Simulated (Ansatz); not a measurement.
Mg₂Te₃O₈:
```cif
data_Mg8O32Te12
_chemical_formula_sum 'Mg8 Te12 O32'
_space_group_name_H-M_alt 'C2/c'
_space_group_IT_number 15
_space_group_name_Hall '-C 2yc'
_cell_length_a 12.63996
_cell_length_b 5.23110
_cell_length_c 11.61681
_cell_angle_alpha 90.000
_cell_angle_beta 98.529
_cell_angle_gamma 90.000
loop_
_space_group_symop_operation_xyz
  'x, y, z'
  '-x, -y, -z'
  '-x, y, -z+1/2'
  'x, -y, z+1/2'
  'x+1/2, y+1/2, z'
  '-x+1/2, -y+1/2, -z'
  '-x+1/2, y+1/2, -z+1/2'
  'x+1/2, -y+1/2, z+1/2'
loop_
_atom_site_label
_atom_site_type_symbol
_atom_site_symmetry_multiplicity
_atom_site_Wyckoff_symbol
_atom_site_fract_x
_atom_site_fract_y
_atom_site_fract_z
_atom_site_occupancy
Mg1 Mg 8 f 0.23219 0.19192 0.35266 1
Te1 Te 4 e 0.00000 0.15923 0.75000 1
Te2 Te 8 f 0.13662 0.18827 0.05670 1
O1 O 8 f 0.26315 0.00851 0.02673 1
O2 O 8 f 0.11436 0.13323 0.63608 1
O3 O 8 f 0.08044 0.06615 0.35283 1
O4 O 8 f 0.20046 0.35460 0.19254 1
```
(The calculation used a cell of 26 atoms; values per cell refer to that cell.)

Relaxed with r²SCAN.

Which orbitals make up the states near the band edges in plane-wave PAW r²SCAN (Ansatz code)?

Top 1 eV of the valence band: O 2p 79 %, Te 5p 10 %, Te 5s 8 %. Bottom 1 eV of the conduction band: Te 5p 57 %, O 2p 23 %, O 2s 7 %, outside the projected shells 9 %. Projections are on Löwdin-orthogonalised atomic valence shells; empty p or d shells of many metals are not among them.

Tabulate the density of states.

States/eV per cell of 26 atoms, in 0.25 eV bins, energy from the valence-band maximum.

| E (eV) | total | O 2p | Te 5p | O 2s |
|---|---|---|---|---|
| -7.86 | 0.00 | 0.00 | 0.00 | 0.00 |
| -7.61 | 0.00 | 0.00 | 0.00 | 0.00 |
| -7.36 | 0.00 | 0.00 | 0.00 | 0.00 |
| -7.11 | 0.00 | 0.00 | 0.00 | 0.00 |
| -6.86 | 0.00 | 0.00 | 0.00 | 0.00 |
| -6.61 | 0.00 | 0.00 | 0.00 | 0.00 |
| -6.36 | 7.84 | 5.17 | 2.35 | 0.10 |
| -6.11 | 2.74 | 1.81 | 0.76 | 0.08 |
| -5.86 | 5.00 | 3.33 | 1.32 | 0.20 |
| -5.61 | 2.58 | 1.69 | 0.70 | 0.09 |
| -5.36 | 10.20 | 6.81 | 2.66 | 0.38 |
| -5.11 | 22.91 | 15.92 | 5.31 | 0.85 |
| -4.86 | 20.30 | 14.20 | 4.53 | 0.78 |
| -4.61 | 13.27 | 9.27 | 2.99 | 0.45 |
| -4.36 | 13.08 | 9.05 | 2.95 | 0.51 |
| -4.11 | 13.09 | 9.23 | 2.80 | 0.56 |
| -3.86 | 8.32 | 6.20 | 1.35 | 0.29 |
| -3.61 | 9.53 | 7.37 | 1.22 | 0.28 |
| -3.36 | 12.13 | 9.60 | 1.45 | 0.28 |
| -3.11 | 13.77 | 11.08 | 1.57 | 0.25 |
| -2.86 | 15.77 | 13.18 | 1.49 | 0.26 |
| -2.61 | 12.57 | 10.72 | 0.97 | 0.18 |
| -2.36 | 17.48 | 15.46 | 0.90 | 0.17 |
| -2.11 | 23.53 | 21.43 | 0.90 | 0.12 |
| -1.86 | 23.40 | 21.87 | 0.64 | 0.09 |
| -1.61 | 22.42 | 21.10 | 0.53 | 0.07 |
| -1.36 | 26.15 | 24.72 | 0.60 | 0.07 |
| -1.11 | 34.67 | 32.95 | 0.71 | 0.07 |
| -0.86 | 14.10 | 12.51 | 0.72 | 0.05 |
| -0.61 | 11.77 | 9.22 | 1.16 | 0.08 |
| -0.36 | 18.57 | 13.97 | 2.13 | 0.11 |
| -0.11 | 8.82 | 6.59 | 1.05 | 0.04 |
| 0.14 | 0.00 | 0.00 | 0.00 | 0.00 |
| 0.39 | 0.00 | 0.00 | 0.00 | 0.00 |
| 0.64 | 0.00 | 0.00 | 0.00 | 0.00 |
| 0.89 | 0.00 | 0.00 | 0.00 | 0.00 |
| 1.14 | 0.00 | 0.00 | 0.00 | 0.00 |
| 1.39 | 0.00 | 0.00 | 0.00 | 0.00 |
| 1.64 | 0.00 | 0.00 | 0.00 | 0.00 |
| 1.89 | 0.00 | 0.00 | 0.00 | 0.00 |
| 2.14 | 0.00 | 0.00 | 0.00 | 0.00 |
| 2.39 | 0.00 | 0.00 | 0.00 | 0.00 |
| 2.64 | 0.00 | 0.00 | 0.00 | 0.00 |
| 2.89 | 0.00 | 0.00 | 0.00 | 0.00 |
| 3.14 | 0.00 | 0.00 | 0.00 | 0.00 |
| 3.39 | 0.00 | 0.00 | 0.00 | 0.00 |
| 3.64 | 0.00 | 0.00 | 0.00 | 0.00 |
| 3.89 | 0.62 | 0.13 | 0.36 | 0.04 |
| 4.14 | 7.46 | 1.59 | 4.23 | 0.62 |
| 4.39 | 5.62 | 1.29 | 3.17 | 0.40 |
| 4.64 | 9.82 | 2.29 | 5.71 | 0.73 |
| 4.89 | 14.53 | 3.70 | 8.46 | 0.82 |
| 5.14 | 8.87 | 2.15 | 5.35 | 0.54 |
| 5.39 | 11.09 | 2.67 | 6.59 | 0.67 |
| 5.64 | 9.62 | 2.38 | 5.64 | 0.55 |
| 5.89 | 8.65 | 2.10 | 4.92 | 0.55 |
| 6.14 | 7.19 | 1.73 | 3.81 | 0.48 |
| 6.39 | 12.05 | 3.01 | 6.16 | 0.76 |
| 6.64 | 8.45 | 2.24 | 4.21 | 0.46 |
| 6.89 | 10.25 | 2.83 | 4.91 | 0.52 |
| 7.14 | 9.53 | 2.57 | 4.79 | 0.45 |
| 7.39 | 4.72 | 1.29 | 2.34 | 0.19 |
| 7.64 | 6.37 | 1.77 | 3.19 | 0.19 |
| 7.89 | 5.98 | 1.68 | 2.99 | 0.14 |
| 8.14 | 2.56 | 0.73 | 1.31 | 0.06 |
| 8.39 | 0.67 | 0.19 | 0.33 | 0.01 |
| 8.64 | 0.34 | 0.04 | 0.02 | 0.02 |

The workflow started from a Materials Project entry (that database holds measured and hypothetical structures alike); the Crystallography Open Database copy checked does not list it. Its standing as an ambient phase is unchecked. The cell was relaxed with r²SCAN under the symmetry of its start; whether a distortion lowers the energy is not shown. Scalar-relativistic: spin–orbit coupling is off unless named, which matters more the heavier the elements.

Potentials: the later of the program's two PAW sets.
